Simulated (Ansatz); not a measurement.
Input:

BN:
```cif
data_BN
_chemical_formula_sum 'B1 N1'
_space_group_name_H-M_alt 'P 1'
_space_group_IT_number 1
_cell_length_a 2.53133
_cell_length_b 2.53133
_cell_length_c 2.53133
_cell_angle_alpha 60.000
_cell_angle_beta 60.000
_cell_angle_gamma 60.000
loop_
_space_group_symop_operation_xyz
  'x, y, z'
loop_
_atom_site_label
_atom_site_type_symbol
_atom_site_fract_x
_atom_site_fract_y
_atom_site_fract_z
_atom_site_occupancy
B1 B 0.00000 0.00000 0.00000 1
N1 N 0.25000 0.25000 0.25000 1
```

This is the LDA-relaxed structure.

Question: All from the program Ansatz at the LDA level (PAW), unless another level is named. Predict the hole effective mass, band 2 of 3 at the edge.

Answer: 0.51 along [100], 0.51 along [110], 1.2 along [111] (mₑ).

Question: Predict the band gap.

Answer: 4.39 eV (indirect).

Space group F-43m (zinc blende). The LDA relaxation kept the symmetry of its start; phonons on a q-mesh show no instability.

Potentials: the earlier of the program's two PAW sets.
